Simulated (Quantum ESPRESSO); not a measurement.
## Calculated data, CaMgZn2O4 (made-up cell)

Calculation on a made-up crystal cell, not a measurement, with one named mistake planted (healthy values lack it): periodic Kohn-Sham density functional theory in plane waves with PseudoDojo standard norm-conserving scalar-relativistic pseudopotentials, each functional with its own files (v0.5 for PBE, v0.4.1 for LDA and PBEsol), no spin polarisation, no spin-orbit coupling, atoms not relaxed, stress positive in tension, energies less a fixed whole-eV offset for each atom's element; levels are Kohn-Sham levels at fractions of this cell's reciprocal vectors, counted from the reference band (half the neutral cell's valence electrons, rounded up) at Gamma; error bars cover cutoff and k-mesh only, not smearing or the files; a charged cell sits in a uniform background, with energy and stress on this program's zero of potential; each bar is the largest change over components, and at least 0.002 eV, 0.002 eV per angstrom or 0.02 GPa; energies are for the whole cell, and the offsets were chosen from early runs and are not element reference energies; a distance is the largest change of any value in units of its error bar, a scale change is of lengths, and a coarse mesh keeps the half-step shift. Program: Quantum ESPRESSO 7.5.

### CaMgZn2O4 (made-up cell)

Intended structure:
```xyz
8
Lattice="4.4778 0.0000 0.0000 0.0000 4.4778 0.0000 0.0000 0.0000 4.4778" Properties=species:S:1:pos:R:3 CaMgZn2O4
Mg    -0.1015    -0.0095     0.0327
Zn     0.0080     2.2049     2.2385
Ca     2.2967    -0.1004     2.3136
Zn     2.2766     2.2396    -0.0901
O      2.2124    -0.0236     0.0214
O      2.2509     2.2192     2.4379
O      4.3778     0.0246     2.3374
O      4.4113     2.1151     0.0259
```

| Property | Result |
| --- | --- |
| lattice type | rocksalt |
| intended functional | pbe |
| intended cutoff | 1143 eV |
| intended fermi dirac smearing | 0.025 eV |
| intended scf tolerance | 1e-07 eV |
| intended electrons removed | 0 |
| healthy free energy less offsets | 1.045 eV |
| healthy smearing term minus ts | 0 eV |
| healthy scf iterations | 12 |
| healthy pressure | 1.6 GPa |
| healthy stress xx | -1.63 GPa |
| healthy stress yy | 0.11 GPa |
| healthy stress zz | -3.28 GPa |
| healthy stress yz | 0.17 GPa |
| healthy stress xz | -0.24 GPa |
| healthy stress xy | -0.42 GPa |
| fault kind | coarse kmesh |
| fault k points along each vector | 2 |
| intended k mesh | 4 x 4 x 4, shifted by half a step |
| structure shown | as intended, without the mistake |

Atoms:
```tsv
atoms element	atom site	atom energy offset (eV)
Mg	1	-1617
Zn	2	-5687
Ca	3	-1055
Zn	4	-5687
O	5	-452
O	6	-452
O	7	-452
O	8	-452
```

Healthy forces:
```tsv
site	x (eV/Å)	y (eV/Å)	z (eV/Å)
1	0.543	0.06	0.017
2	0.083	-0.245	0.032
3	-1.97	0.996	-0.841
4	-0.227	-0.252	0.752
5	-0.079	-0.247	0.835
6	-0.319	-0.636	-0.945
7	1.799	-0.312	-0.314
8	0.17	0.637	0.464
```

Question: What faulty stress xx does the calculation give for CaMgZn2O4 (made-up cell)?
Answer: -1.233 GPa

Question: CaMgZn2O4 (made-up cell): faulty pressure?
Answer: 1.301 GPa

Question: CaMgZn2O4 (made-up cell): faulty stress xz?
Answer: -0.2649 GPa

Question: Give the missing faulty stress yz for CaMgZn2O4 (made-up cell).
Answer: 0.1548 GPa

Question: Give the table of faulty forces values for CaMgZn2O4 (made-up cell).
Answer: 
Faulty forces:
```tsv
site	x (eV/Å)	y (eV/Å)	z (eV/Å)
1	0.534	0.06541	0.01282
2	0.08372	-0.2452	0.0454
3	-2.033	1.086	-0.7841
4	-0.2219	-0.2488	0.7472
5	-0.02421	-0.275	0.8227
6	-0.283	-0.6467	-0.9673
7	1.791	-0.3564	-0.3102
8	0.1533	0.6211	0.4335
```

Further results for CaMgZn2O4 (made-up cell):

| Item | Value |
| --- | --- |
| faulty free energy less offsets | 1.065 eV |
| faulty smearing term minus ts | 0 eV |
| faulty scf iterations | 12 |
| faulty stress yy | 0.219 GPa |
| faulty stress zz | -2.889 GPa |
| faulty stress xy | -0.4099 GPa |
| other mistakes run | 7 |
| distance from healthy | 18.05 error bars |
| distance from nearest other mistake | 62.2 error bars |
| healthy error bar energy | 0.002 eV |
| healthy error bar stress | 0.03619 GPa |
| healthy error bar force | 0.004982 eV/Å |
